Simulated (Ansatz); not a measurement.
input.yaml

```yaml
crystal:
  lattice:
    - [5.6749981959, 0.0, 0.0]
    - [-2.8374990979, 4.914692604, 0.0]
    - [0.0, 0.0, 4.619]
  atoms:
    - { symbol: Sr, position: [0.0, 0.0, 0.0] }
    - { symbol: Ag, position: [0.3333333333, 0.6666666667, 0.0] }
    - { symbol: Ag, position: [0.6666666667, 0.3333333333, 0.0] }
    - { symbol: Ag, position: [0.5, 0.0, 0.5] }
    - { symbol: Ag, position: [0.5, 0.5, 0.5] }
    - { symbol: Ag, position: [0.0, 0.5, 0.5] }
basis:
  ecutwfc: 500
kpoints:
  mp_grid: { grid: [6, 6, 4] }
hamiltonian:
  xc: r2scan
scf:
  occupations: { method: gaussian, width: 0.1 }
output:
  forces: true
  stress: true
  eigenvalues: true
```

Command:
```bash
ansatz run input.yaml --threads 1 --pin off --max-ram 2560MiB --backend cpu --events-out ev --progress --plain --runs-dir out
```

Method: DFT r2SCAN, scalar-relativistic, plane waves, PAW (Ansatz).

Part of what the program printed, abridged (iterations and final results):

```
SCF iter   1: F=—  HF=-41575.964624 eV  |F-HF|=—  |Δ(HF+E_count)|=         —  Δρ=9.12e-3  dr2=1.81e-1  dr2_τ=8.00e-3  ethr=1.77e-3  ⟨swp⟩=8.3  Hψ=5660  notcnv=0  defer=9
SCF iter   2: F=—  HF=-41576.016255 eV  |F-HF|=—  |Δ(HF+E_count)|=   5.16e-2  Δρ=1.23e-2  dr2=1.77e-1  dr2_τ=9.89e-3  ethr=1.73e-4  ⟨swp⟩=2.8  Hψ=2513  notcnv=0  defer=74
SCF iter   3: F=—  HF=-41575.976502 eV  |F-HF|=—  |Δ(HF+E_count)|=   3.98e-2  Δρ=3.72e-3  dr2=1.41e-2  dr2_τ=8.72e-4  ethr=1.68e-4  ⟨swp⟩=2.0  Hψ=2283  notcnv=0  defer=74
SCF iter   4: F=—  HF=-41575.972436 eV  |F-HF|=—  |Δ(HF+E_count)|=   4.07e-3  Δρ=5.54e-4  dr2=3.88e-4  dr2_τ=2.48e-5  ethr=1.34e-5  ⟨swp⟩=2.0  Hψ=2027  notcnv=0  defer=53
automatic band count: iteration 4 solves 62 bands in place of 63: the levels show a gap, and the empty bands left out lie too high to hold charge; the band table lists the bands solved (type scf.n_extra_bands for more)
SCF iter   5: F=—  HF=-41575.972440 eV  |F-HF|=—  |Δ(HF+E_count)|=   4.51e-6  Δρ=2.95e-4  dr2=1.14e-4  dr2_τ=7.53e-6  ethr=3.69e-7  ⟨swp⟩=2.9  Hψ=2281  notcnv=0  defer=37
automatic band count: iteration 5 solves 61 bands in place of 62: the levels show a gap, and the empty bands left out lie too high to hold charge; the band table lists the bands solved (type scf.n_extra_bands for more)
SCF iter   6: F=—  HF=-41575.972426 eV  |F-HF|=—  |Δ(HF+E_count)|=   1.40e-5  Δρ=5.00e-5  dr2=2.58e-6  dr2_τ=1.29e-7  ethr=1.09e-7  ⟨swp⟩=2.0  Hψ=1826  notcnv=0  defer=37
SCF iter   7: F=—  HF=-41575.972549 eV  |F-HF|=—  |Δ(HF+E_count)|=   1.23e-4  Δρ=8.03e-6  dr2=8.56e-8  dr2_τ=5.65e-9  ethr=9.52e-11  ⟨swp⟩=9.4  Hψ=6905  notcnv=0
SCF iter   8: F=-41575.972549 eV  HF=-41575.972549 eV  |F-HF|=6.29e-9  |Δ(HF+E_count)|=   1.34e-7  Δρ=2.06e-6  dr2=5.26e-9  dr2_τ=7.29e-10  ethr=8.15e-11  ⟨swp⟩=2.7  Hψ=4454  notcnv=0
SCF 1 converged in 8 iterations: F = -41575.972549 eV  dr2 = 5.26e-9
SCF converged after 8 iterations
Free energy (F): -41575.972549 eV
Harris-Foulkes:  -41575.972549 eV  (|F-HF|=6.29e-9)
Internal energy: -41575.966067 eV  (E = F + TS)
E sigma→0 (E₀):  -41575.969308 eV
Entropy (-TS):   -0.006482 eV (-1.080 meV/atom)
Fermi energy:    13.808973 eV
--- Per-component energies (eV) ---
  E_band       = -1678.165435
  E_kinetic    = 2885.061041
  E_local      = -15260.086329  (includes V_loc(G=0)·N_el)
  E_nonlocal   = 604.036661
  E_hartree    = 6828.353368
  E_xc         = -1056.189882
  E_vxc        = -1494.762128  (∫ρ·V_xc dr)
  E_paw        = -22324.942939  (= ΣΔE_a)
  E_vpaw       = -2174.621432  (= ΣTr[D̂ρ^β])
  E_aug_tail   = 0.000310  (compensation charges beyond the density's cutoff)
  E_vtau       = 105.500307  (kinetic-family band-sum trace: ∫τ·v_τ [+ j·A + Jᵃ·Aᵃ] dr)
  E_ewald      = -13249.505708
  E_core_change = -2.692590  (= ΣΔE_core)
  E_smearing   = -0.006482  (= −TS)
--- Forces (eV/Å), atoms counted from 1 ---
  atom   1  Sr     0.00000000     0.00000000     0.00000000
  atom   2  Ag     0.00000000     0.00000000     0.00000000
  atom   3  Ag     0.00000000     0.00000000     0.00000000
  atom   4  Ag     0.00000000     0.00000000     0.00000000
  atom   5  Ag     0.00000000     0.00000000     0.00000000
  atom   6  Ag     0.00000000     0.00000000     0.00000000
--- Stress (GPa, compression-positive) ---
       -0.123310       0.000000       0.000000
        0.000000      -0.123310       0.000000
        0.000000       0.000000       1.207357
  P = ⅓ Tr σ = 0.3202 GPa (3.202 kbar)
--- Band table (eV; the first three rows and the last of 21) ---
  k-point 0: bands = ["-81.0969", "-81.0939", "-81.0387", "-81.0287", "-81.0287", "-43.7516", "-43.7201", "-43.7170", "-43.7170", "-43.7163", "-43.7163", "-43.6815", "-43.6753", "-43.6753", "-43.6245", "-43.6245", "-43.6186", "-43.5735", "-43.5735", "-43.5707", "-23.5418", "-4.9502", "-4.9448", "-4.9448", "6.2173", "7.2448", "7.6967", "7.6967", "7.7944", "7.7944", "7.8675", "8.1826", "8.2400", "8.2400", "8.6233", "8.6233", "8.7036", "8.9041", "8.9041", "9.1904", "9.2353", "9.2353", "9.4882", "9.5837", "9.5837", "9.7842", "9.7842", "10.5223", "10.5223", "10.5723", "13.4459", "14.2883", "14.2883", "14.4977", "15.3415", "15.3415", "15.5590", "18.2288", "18.2288", "19.2873", "20.3541"]
  k-point 1: bands = ["-81.0960", "-81.0939", "-81.0396", "-81.0287", "-81.0287", "-43.7545", "-43.7283", "-43.7283", "-43.7273", "-43.7113", "-43.7113", "-43.6792", "-43.6792", "-43.6468", "-43.6185", "-43.6125", "-43.6125", "-43.5956", "-43.5754", "-43.5754", "-23.5410", "-4.9764", "-4.9434", "-4.9434", "6.6082", "7.2551", "7.6171", "7.6980", "7.6980", "7.9239", "7.9239", "8.0098", "8.0098", "8.2533", "8.6762", "8.6762", "8.8291", "8.8291", "8.9667", "9.4761", "9.5272", "9.5368", "9.5368", "9.6283", "9.6283", "10.0677", "10.0677", "10.0949", "10.0949", "10.5725", "11.9404", "13.7174", "14.2196", "14.2196", "15.0678", "15.0678", "17.0108", "18.9523", "18.9523", "19.1745", "19.1745"]
  k-point 2: bands = ["-81.0951", "-81.0939", "-81.0404", "-81.0287", "-81.0287", "-43.7742", "-43.7381", "-43.7381", "-43.7033", "-43.7033", "-43.6854", "-43.6854", "-43.6838", "-43.6395", "-43.6269", "-43.6185", "-43.6025", "-43.6025", "-43.5773", "-43.5773", "-23.5402", "-5.0025", "-4.9419", "-4.9419", "6.9284", "7.0495", "7.4856", "7.4856", "8.1565", "8.1565", "8.1572", "8.1572", "8.3255", "8.3481", "8.7354", "8.7354", "8.9122", "8.9122", "9.1095", "9.1095", "9.3381", "9.3839", "9.4640", "9.6465", "9.6465", "9.8999", "9.8999", "10.0655", "10.5115", "10.5115", "10.5726", "14.1178", "14.1178", "14.1927", "14.8122", "14.8122", "17.6705", "18.2938", "18.2938", "18.7635", "19.6911"]
  k-point 20: bands = ["-81.0945", "-81.0945", "-81.0346", "-81.0346", "-81.0287", "-43.7391", "-43.7234", "-43.7234", "-43.7232", "-43.7232", "-43.7022", "-43.6704", "-43.6495", "-43.6495", "-43.6183", "-43.6183", "-43.6106", "-43.6106", "-43.6027", "-43.5925", "-23.5398", "-4.9989", "-4.9455", "-4.9455", "7.6182", "7.6182", "7.7464", "7.8736", "7.9461", "7.9461", "7.9929", "8.3052", "8.3052", "8.3625", "8.3625", "8.7080", "8.7080", "9.0213", "9.1925", "9.1925", "9.2104", "9.3877", "9.4222", "9.5704", "9.6528", "9.6528", "9.9200", "9.9200", "9.9786", "11.0674", "11.0674", "12.2117", "12.2117", "13.7734", "13.7934", "17.5885", "17.5885", "17.6379", "17.6379", "18.9892", "20.5132"]
```

The calculation finished and met its thresholds.

The run took 21 s on 1 thread of AMD EPYC 7R43 64-Core Processor (Zen 3), with other jobs on the host, peak memory 0.83 GiB.

The k mesh is coarse.